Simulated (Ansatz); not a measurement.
## Ansatz 0.2.0, relaxation: YbTiAl2

input.yaml:

```yaml
crystal:
  lattice:
    - [4.14463045, 0.0, 0.0]
    - [2.07231523, -5.07230539, 0.0]
    - [0.0, 0.0, -7.00038611]
  atoms:
    - { symbol: Yb, position: [0.4359, 0.1282, 0.75] }
    - { symbol: Yb, position: [0.5641, 0.8718, 0.25] }
    - { symbol: Ti, position: [0.7144, 0.5712, 0.75] }
    - { symbol: Ti, position: [0.2856, 0.4288, 0.25] }
    - { symbol: Al, position: [0.151, 0.698, 0.946] }
    - { symbol: Al, position: [0.849, 0.302, 0.446] }
    - { symbol: Al, position: [0.849, 0.302, 0.054] }
    - { symbol: Al, position: [0.151, 0.698, 0.554] }
  symmetry: { detect: false, time_reversal: true }
kpoints:
  mp_grid: { grid: [5, 5, 3], shift: [0, 0, 0] }
magnetization:
  spin_polarized: true
scf:
  occupations: { method: fermi_dirac }
  lower_state_search: "off"
hamiltonian:
  pseudopotentials: { kind: paw }
  xc: pbe
basis:
  ecutwfc: 420
  fft_grid_basis: typed
relax:
  max_steps: 80
output:
  forces: true
  stress: true
  eigenvalues: true
  bader: true
  populations: true
  elf: true
  write_potential: true
  volumetric_format: npy
  dos:
    e_range: [-12, 8]
    de: 0.05
    projected: { site_lists: { Al: [Al], Ti: [Ti], Yb: [Yb] } }
  write_density: true
checkpoint:
  read: saved_state
```

Run with:

```bash
ansatz run input.yaml --threads 2 --pin off --max-ram 4096MiB --backend cpu --events-out ev --progress --plain --runs-dir out
```

Origin of the cell: a known structure type with other elements, at an estimated volume, so it need not be a known compound.

The smearing width isn't typed, so it takes its default of 0.1 eV.

The saved state is a converged single point of the same cell.

The program first moved the atoms by about 0.01 Å at random, to leave a saddle point that the symmetry would hold.

Steps:

| step | ΔF (meV/atom) | max force component (eV/Å) | SCF iterations | step was |
| --- | --- | --- | --- | --- |
| 1 | 0.0 | 1.468 | 14 | accepted |
| 2 | -103.5 | 0.548 | 18 | accepted |
| 3 | -117.0 | 0.513 | 16 | accepted |
| 4 | -128.3 | 0.032 | 12 | accepted |
| 5 | -128.3 | 0.033 | 7 | accepted |
| 6 | -128.3 | 0.009 | 11 | accepted |

The starting structure.

Space group Cmcm (No. 63); the run's cell has a = 4.145 Å, b = 5.479 Å, c = 7.000 Å, α = 90.00°, β = 90.00°, γ = 67.78°. Shortest distances: Al–Ti 2.53 Å, Al–Al 2.74 Å, Ti–Yb 2.83 Å, Al–Yb 3.10 Å.

After:

Space group Cmcm (No. 63); the run's cell has a = 4.145 Å, b = 5.479 Å, c = 7.000 Å, α = 90.00°, β = 90.00°, γ = 67.78°. Shortest distances: Al–Al 2.57 Å, Al–Ti 2.66 Å, Ti–Yb 2.94 Å, Al–Yb 3.08 Å.

```yaml
crystal:
  lattice:
    - [4.14463, 0.00000, 0.00000]
    - [2.07232, -5.07231, 0.00000]
    - [0.00000, 0.00000, -7.00039]
  atoms:
    - { symbol: Yb, position: [0.43127, 0.13679, 0.74976] }
    - { symbol: Yb, position: [0.56892, 0.86149, 0.24975] }
    - { symbol: Ti, position: [0.72599, 0.54733, 0.74977] }
    - { symbol: Ti, position: [0.27420, 0.45095, 0.24974] }
    - { symbol: Al, position: [0.12270, 0.75393, 0.93366] }
    - { symbol: Al, position: [0.87749, 0.24436, 0.43368] }
    - { symbol: Al, position: [0.87749, 0.24435, 0.06585] }
    - { symbol: Al, position: [0.12270, 0.75391, 0.56583] }
```

* Free energy lowered by: 128.3 meV/atom
* Final pressure: 8.82 GPa
* Relaxation steps listed: 6

Caveats: f shells without a U or exact exchange are poorly placed; no moments, though an odd count or open d shells may carry them; no spin-orbit coupling, though heavy elements are present; spin is on but no moment was typed; the SCF threshold is looser than advised for a stress; the displaced walk ended near the symmetry of the start; the k mesh is coarse if the cell is a metal; the program displaced the start to leave a saddle point.

Time: 3.8 min on 2 threads of Arm Neoverse V2, on a shared host, peak memory 0.69 GiB, from a saved density.
